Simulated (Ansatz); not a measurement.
## BaSrHfZrO6 — ⁸⁷Sr NMR of the central transition

Cell: a computed structure from the Materials Project (it need not be an observed phase), atoms as given.

Space group P2_1 (No. 4); a = 5.9178, b = 5.9181, c = 8.3699 Å, β = 90.01°.

```
site  Wyckoff  site symmetry       x       y       z
  Ba       2a              1  0.7538  0.5069  0.4999
  Sr       2a              1  0.7519  0.4896  0.0001
  Zr       2a              1  0.7503  0.9997  0.7548
  Hf       2a              1  0.2497  0.4997  0.7547
  O9       2a              1  0.0209  0.7674  0.7361
 O11       2a              1  0.4782  0.2320  0.7808
 O13       2a              1  0.9828  0.2708  0.7361
 O15       2a              1  0.5178  0.7283  0.7808
 O17       2a              1  0.8034  0.0075  0.0016
 O19       2a              1  0.7161  0.9982  0.4978
```

One atom of each set is listed.

All values are calculated (Ansatz; DFT, PBE, plane waves and PAW, scalar-relativistic, 420 eV cutoff, Γ-centred 4×4×3 k-points, Fermi–Dirac smearing 0.02 eV), not measured.

⁸⁷Sr has I = 9/2 and Q = 305.0 mb (Pyykkö 2018); at 9.4 T its Larmor frequency is ν₀ = 17.4 MHz. Only the quadrupole interaction is simulated: positions count from each site's isotropic chemical shift, and shift anisotropy, dipolar and J coupling are left out.

Q: Simulate the second-order pattern (static powder, Gaussian broadening 8 kHz) of site Sr (12 O at 2.63–3.29 Å).

A: The calculation gives C_Q = -22.0 MHz and η = 0.65, so ν_Q = 0.915 MHz and the centre of gravity lies at -2523 ppm (-43.9 kHz).

```json
{"offset (kHz)": "-232.5", "height": "0"}
{"offset (kHz)": "-223.2", "height": "0"}
{"offset (kHz)": "-214.0", "height": "10"}
{"offset (kHz)": "-204.8", "height": "31"}
{"offset (kHz)": "-195.5", "height": "34"}
{"offset (kHz)": "-186.3", "height": "35"}
{"offset (kHz)": "-177.1", "height": "36"}
{"offset (kHz)": "-167.8", "height": "37"}
{"offset (kHz)": "-158.6", "height": "38"}
{"offset (kHz)": "-149.4", "height": "39"}
{"offset (kHz)": "-140.1", "height": "41"}
{"offset (kHz)": "-130.9", "height": "42"}
{"offset (kHz)": "-121.7", "height": "44"}
{"offset (kHz)": "-112.4", "height": "46"}
{"offset (kHz)": "-103.2", "height": "49"}
{"offset (kHz)": "-94.0", "height": "51"}
{"offset (kHz)": "-84.7", "height": "55"}
{"offset (kHz)": "-75.5", "height": "59"}
{"offset (kHz)": "-66.3", "height": "65"}
{"offset (kHz)": "-57.0", "height": "74"}
{"offset (kHz)": "-47.8", "height": "94"}
{"offset (kHz)": "-38.6", "height": "88"}
{"offset (kHz)": "-29.3", "height": "75"}
{"offset (kHz)": "-20.1", "height": "71"}
{"offset (kHz)": "-10.9", "height": "70"}
{"offset (kHz)": "-1.6", "height": "70"}
{"offset (kHz)": "7.6", "height": "71"}
{"offset (kHz)": "16.8", "height": "64"}
{"offset (kHz)": "26.1", "height": "73"}
{"offset (kHz)": "35.3", "height": "100"}
{"offset (kHz)": "44.5", "height": "71"}
{"offset (kHz)": "53.8", "height": "42"}
{"offset (kHz)": "63.0", "height": "37"}
{"offset (kHz)": "72.2", "height": "34"}
{"offset (kHz)": "81.5", "height": "32"}
{"offset (kHz)": "90.7", "height": "31"}
{"offset (kHz)": "99.9", "height": "28"}
{"offset (kHz)": "109.2", "height": "8"}
{"offset (kHz)": "118.4", "height": "0"}
{"offset (kHz)": "127.6", "height": "0"}
```

The largest force is 0.4 eV/Å, so the atoms aren't at the calculated equilibrium and relaxing them would move these values. Without spin–orbit coupling (the program notes it for Sr) the gradients are little affected as a rule: paired runs on crystals with a gap mostly move them by under 2 % at such atoms.

Hardware: 1 thread of Intel Xeon 6975P-C (Granite Rapids) (x86_64; 48 cores open to the job, memory cap 2.5 GiB, no GPU), a shared host with a load of 0.5 a core. Wall time 62 s, CPU time 62 s, peak memory 0.97 GiB.
